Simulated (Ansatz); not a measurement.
A: W (bcc, W type), a = 3.1837 Å, b = 3.1837 Å, c = 3.1837 Å, α = 90.00°, β = 90.00°, γ = 90.00°
B: Pb (fcc, Cu type), a = 5.0341 Å, b = 5.0341 Å, c = 5.0341 Å, α = 90.00°, β = 90.00°, γ = 90.00°
C: TiC (rock salt), a = b = c = 4.333 Å, α = β = γ = 90.00°

Scan: energy against volume (even scaling of the relaxed cell, symmetry kept). All come from one method, each on a k mesh of its own. All were relaxed with their symmetry unable to fall. Spin-orbit coupling is left out. The PAW data are Ansatz's earlier set. The relaxed volume of Pb is well above the measured one; the method has no dispersion term. TiC is run without spin polarisation. W is run without spin polarisation.

Problem. Put the candidates in order of bulk modulus (fitted), highest first, for PBE (plane waves to 420 eV, PAW, scalar-relativistic; Ansatz, an electronic-structure program).

Solution. A (304 GPa), C (250 GPa), B (40.1 GPa)

(A scan under strain: stresses follow from slopes of the energy per volume, elastic moduli from its curvatures.)
